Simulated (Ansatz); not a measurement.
This cell of Zr (hcp, Mg type) is off equilibrium:

```xyz
2
Lattice="3.2313 0.0000 0.0000 -1.6156 2.7984 0.0000 0.0000 0.0000 5.1732" Properties=species:S:1:pos:R:3 pbc="T T T"
Zr     0.0000     1.8656     3.9132
Zr     1.6156     0.9328     1.2600
```

The numbers are results of PBE (plane waves to 420 eV, PAW, scalar-relativistic; Ansatz, a program for electronic structure), not measurements. k mesh 17×17×9 (Γ-centred), Fermi-Dirac smearing 0.05 eV. Compression counts positive. With partly filled bands, energies and forces of such displacements shift with the k mesh and the smearing. Zr is run without spin polarisation. Zr was relaxed with its symmetry unable to fall.

Question: What forces act on the atoms (eV/Å, Cartesian)?

Answer: 
| atom | Fx | Fy | Fz |
|---|---|---|---|
| Zr1 | 0.000 | 0.000 | -0.272 |
| Zr2 | 0.000 | 0.000 | 0.272 |

(For displaced atoms, the force is minus the slope of the energy, and its curvature is a force constant, which sets phonon frequencies.)
